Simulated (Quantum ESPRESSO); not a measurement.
## Kohn-Sham bands of Ba(GaH)2 (P-3m1)

```yaml
crystal:
  lattice:
    - [4.52619, 0.00000, 0.00000]
    - [-2.26310, 3.91980, 0.00000]
    - [0.00000, 0.00000, 4.98033]
  atoms:
    - { symbol: Ba, position: [0.00000, 0.00000, 0.00000] }
    - { symbol: Ga, position: [0.33333, 0.66667, 0.46883] }
    - { symbol: Ga, position: [0.66667, 0.33333, 0.53117] }
    - { symbol: H, position: [0.33333, 0.66667, 0.13291] }
    - { symbol: H, position: [0.66667, 0.33333, 0.86709] }
```

Materials Project entry mp-1206799; symmetrised, unrelaxed at this level. COD (Crystallography Open Database) has an entry of this formula and space group (matched by these alone). Computed values, not measurements, from LDA: Quantum ESPRESSO (norm-conserving PseudoDojo potentials, cutoff 64 Ry, no spin polarisation, no spin-orbit coupling) on a Γ-centred 6×6×6 mesh, then Wannier90. Density: 12×12×6 mesh, cold smearing 0.01 Ry. Spin-orbit coupling is left out although heavy elements are present.

Energies are relative to the Fermi level; weights are on the orthonormalised atomic waves of the pseudopotential files, averaged over the group. 38 electrons a cell are treated as valence.

| bands | from (eV) | to (eV) | filling | weight on atomic waves |
|---|---|---|---|---|
| 1 | -28.00 | -27.96 | filled | [?] |
| 2–11 | -14.92 | -14.44 | filled | [?] |
| 12–14 | -13.60 | -13.01 | filled | [?] |
| 15–16 | -9.33 | -4.74 | filled | [?] |

Question: Which atomic shells make up each group?

Answer: 
- 1, weight on atomic waves: Ba 5s 94 %, Ga 4p 5 %
- 2–11, weight on atomic waves: Ga 3d 99 %
- 12–14, weight on atomic waves: Ba 5p 93 %
- 15–16, weight on atomic waves: Ga 4s 41 %, H 1s 27 %, Ga 4p 20 %

No gap over 0.05 eV opens at the Fermi level at this level of theory; semilocal functionals close the gap of some real semiconductors.
